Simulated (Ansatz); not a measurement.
Zr3Ga5:
```
CELL_PARAMETERS angstrom
      4.43324    -3.54973     0.00000
      4.43324     3.54973     0.00000
      0.00000     0.00000     9.01596
ATOMIC_POSITIONS crystal
  Zr 0.70413 0.70413 0.00000
  Zr 0.29587 0.29587 0.00000
  Zr 0.29587 0.29587 0.50000
  Zr 0.70413 0.70413 0.50000
  Zr 0.85878 0.14122 0.25000
  Zr 0.14122 0.85878 0.75000
  Ga 0.41924 0.99649 0.25000
  Ga 0.58076 0.00351 0.75000
  Ga 0.99649 0.41924 0.75000
  Ga 0.00351 0.58076 0.25000
  Ga 0.47824 0.52176 0.25000
  Ga 0.52176 0.47824 0.75000
  Ga 0.18223 0.81777 0.05116
  Ga 0.81777 0.18223 0.94884
  Ga 0.81777 0.18223 0.55116
  Ga 0.18223 0.81777 0.44884
```

Relaxed with r²SCAN. Special points in fractions of this cell's reciprocal vectors: Γ (0.000, 0.000, 0.000); Y (0.500, 0.500, 0.000); F0 (0.410, 0.590, 0.000); Δ0 (-0.410, 0.410, 0.000); Z (0.000, 0.000, 0.500); B0 (-0.410, 0.410, 0.500); G0 (0.410, 0.590, 0.500); T (0.500, 0.500, 0.500); S (0.000, 0.500, 0.000); R (0.000, 0.500, 0.500).

### Question
List the band energies nearest the Fermi level at these points for r²SCAN in the plane-wave PAW code Ansatz.

### Answer
In eV from the Fermi level; about four levels below and three above (degenerate sets whole), none deeper than 8.9 eV; points with the same levels are listed once.

```csv
k,below,above
Γ,-1.23 -0.53 -0.22 -0.17,0.81 1.24 1.47
Y,-0.91 -0.68 -0.37 -0.18,0.01 0.46 0.54
F0,-0.70 -0.61 -0.46 -0.28,0.44 0.76 1.12
Z,-0.84 -0.84 -0.75 -0.75,1.11 1.11 1.83 1.83
B0,-0.73 -0.73 -0.41 -0.41,0.01 0.01 0.87 0.87
T,-0.63 -0.63 -0.01 -0.01,0.06 0.06 0.45 0.45
S,-1.11 -0.71 -0.14 -0.13,0.05 0.80 1.27
R,-0.69 -0.69 -0.17 -0.17,1.12 1.12 1.25 1.25
```

Space group Cmcm. The workflow started from a Materials Project entry (that database holds measured and hypothetical structures alike); the Crystallography Open Database copy checked does not list it. Its standing as an ambient phase is unchecked. The cell was relaxed with r²SCAN under the symmetry of its start; whether a distortion lowers the energy is not shown. No spin polarisation was allowed. Scalar-relativistic: spin–orbit coupling is off unless named, which matters more the heavier the elements.

Potentials: the later of the program's two PAW sets.
